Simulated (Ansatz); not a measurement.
## Elastic constants of Ta at 35 GPa (stress–strain coefficients): input and output

The calculation used Ansatz 0.2.0, DFT LDA, scalar-relativistic, plane waves, PAW.

Launched with:
```bash
ansatz run input.yaml --threads 1 --pin off --max-ram 3072MiB --backend cpu --events-out ev --progress --plain --runs-dir out
```

Input (bare energies are in eV):
```yaml
crystal:
  lattice:
    - [0.0, 1.9830099828, 1.9830099828]
    - [1.9830099828, 0.0, 1.9830099828]
    - [1.9830099828, 1.9830099828, 0.0]
  atoms:
    - { symbol: Ta, position: [0.0, 0.0, 0.0] }
basis:
  ecutwfc: 420
kpoints:
  mp_grid: { grid: [20, 20, 20] }
hamiltonian:
  xc: lda
scf:
  occupations: { method: fermi_dirac, width: 0.15 }
output:
  forces: true
  stress: true
  eigenvalues: true
elastic:
  mode: relaxed_ion
  amplitude: 0.005
```

From the output:
```
--- Elastic constants: 2 strain directions × 4 members + reference (group order 48) ---
  dense FFT box of the reference and of every strained cell: 20×20×20
  strains applied: 11, 23; error gains: componentwise 1.00 (the most a stress slope's error grows in a printed constant), spectral 1.73 (1 for all six strains in a standard setting)
  C = ∂σ_k/∂η_j (tension-positive GPa; Voigt order 11 22 33 23 13 12):
        91.702    447.618    447.618     -0.000     -0.000      0.000
       447.618     91.702    447.618     -0.000     -0.000     -0.000
       447.618    447.618     91.702      0.000      0.000     -0.000
         0.000     -0.000     -0.000    -19.422      0.000      0.000
         0.000     -0.000     -0.000     -0.000    -19.422     -0.000
         0.000     -0.000      0.000     -0.000      0.000    -19.422
  reference stress σ⁰ (GPa):    -34.980    -34.980    -34.980      0.000      0.000     -0.000
  C* (energy form; C + prestress term) asymmetry max|C*_kj − C*_jk| = 5.684e-14 GPa — a small one proves nothing (zero by symmetry where the batch's group is 432, −43m or m−3m); a large one is finite-difference/SCF noise where every solve ...
  moduli (Voigt/Reuss/Hill, GPa): K = 328.98/328.98/328.98   G = -82.84/-30.17/-56.50   E = -179.81   ν = 0.591
  mechanically stable: NO (min eigenvalue of sym C = -355.92 GPa)
  strain η (Voigt 11):  stress-route row diagonal C_11 = 91.70 GPa, energy-path curvature d²(F+E_count+ΔE)/dδ²/Ω₀ = 91.71 GPa
    cells at ±δ against ±2δ: C11 92.06 and 93.13 GPa, apart by 0.24 % of the column's largest entry
         δ    σ_11 (GPa) F (eV) n_scf n_hpsi n_pw
    -1.000e-2     -35.8076       -9682.1150133       6  120345    316   relax 0 steps, max|allowed force component| 0.00e0 eV/Å
    -5.000e-3     -35.4142       -9682.1323471       4  105781    320   relax 0 steps, max|allowed force component| 0.00e0 eV/Å
     5.000e-3     -34.4936       -9682.1663874       4  106243    322   relax 0 steps, max|allowed force component| 0.00e0 eV/Å
     1.000e-2     -33.9451       -9682.1830461       6  111392    331   relax 0 steps, max|allowed force component| 0.00e0 eV/Å
  strain η (Voigt 23):  stress-route row diagonal C_44 = -19.42 GPa, energy-path curvature d²(F+E_count+ΔE)/dδ²/Ω₀ = -1.90 GPa
    cells at ±δ against ±2δ: C44 -19.23 and -18.66 GPa, apart by 2.94 % of the column's largest entry
         δ    σ_23 (GPa) F (eV) n_scf n_hpsi n_pw
    -1.000e-2       0.1866       -9682.1494876       7  223298    322   relax 0 steps, max|allowed force component| 0.00e0 eV/Å
    -5.000e-3       0.0962       -9682.1494820       3  186352    322   relax 0 steps, max|allowed force component| 0.00e0 eV/Å
     5.000e-3      -0.0961       -9682.1494819       3  183565    322   relax 0 steps, max|allowed force component| 0.00e0 eV/Å
     1.000e-2      -0.1866       -9682.1494876       6  198893    322   relax 0 steps, max|allowed force component| 0.00e0 eV/Å
```

The run took 65 s on 1 thread of Intel(R) Xeon(R) Platinum 8375C CPU @ 2.90GHz (Ice Lake), on a shared host, peak memory 0.56 GiB.

In a metal, frequencies and elastic constants depend on the k mesh and the smearing, soft modes and shear constants most. Spin–orbit coupling is left out, which can shift energies with elements as heavy as these. Other phases may be more stable at this pressure. The constants from two strain amplitudes disagree, so they are only loosely converged.

As the tensor has a negative eigenvalue, the Reuss and Hill moduli of a polycrystal, and E and ν formed from them, have no physical meaning here.

This fcc form isn't the element's structure at ambient conditions.